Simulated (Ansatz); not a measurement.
**Structure relaxation, NbP**

The start is a relaxed NbP cell, doubled along one cell vector, shaken by Gaussian noise of σ = 0.08 Å a coordinate. The cell and all atomic positions are relaxed at zero pressure with PBE (plane waves to 420 eV, PAW, scalar-relativistic; Ansatz, a first-principles code). The first steps use a coarse 4×8×7 k-mesh.

Input geometry:
```
CELL_PARAMETERS angstrom
      6.66058     0.00000     0.00000
     -1.66514     2.88411     0.00000
      0.00000     0.00000     3.34085
ATOMIC_POSITIONS crystal
  Nb 0.18760 0.65294 0.99930
  Nb 0.66173 0.70508 0.99096
  P  0.31152 0.30277 0.53764
  P  0.83770 0.35114 0.50462
```

```yaml
initial_pressure: "+3 GPa (positive: the cell is compressed)"
energy_released: 0.14 eV/atom
relative_to_the_parent: The parent structure is recovered, P-6m2 (No. 187)
Shortest distances (start → end): "The closest pairs of elements (up to four, under 3.6 Å), start → end: Nb–P 2.32 → 2.55 Å; Nb–Nb 3.08 → 3.33 Å; P–P 3.16 → 3.33 Å"
band_gap_at_the_end: zero (metallic)
optimiser_moves: 7
```

It ends as:

```cif
data_NbP
_chemical_formula_sum 'Nb1 P1'
_space_group_name_H-M_alt 'P-6m2'
_space_group_IT_number 187
_space_group_name_Hall 'P -6 2'
_cell_length_a 3.33029
_cell_length_b 3.33029
_cell_length_c 3.34085
_cell_angle_alpha 90.000
_cell_angle_beta 90.000
_cell_angle_gamma 120.000
loop_
_atom_site_label
_atom_site_type_symbol
_atom_site_symmetry_multiplicity
_atom_site_Wyckoff_symbol
_atom_site_fract_x
_atom_site_fract_y
_atom_site_fract_z
_atom_site_occupancy
Nb1 Nb 1 f 0.66667 0.33333 0.50000 1
P1 P 1 c 0.33333 0.66667 0.00000 1
```

Final values are on a 16×16×14 k-mesh of the relaxed cell. No spin polarisation in the result.

The relaxed structure here is a generated cell of NbP: the first start was made by a random draw of sites in a space group, and the end was not matched to a known phase here, so it may be hypothetical.
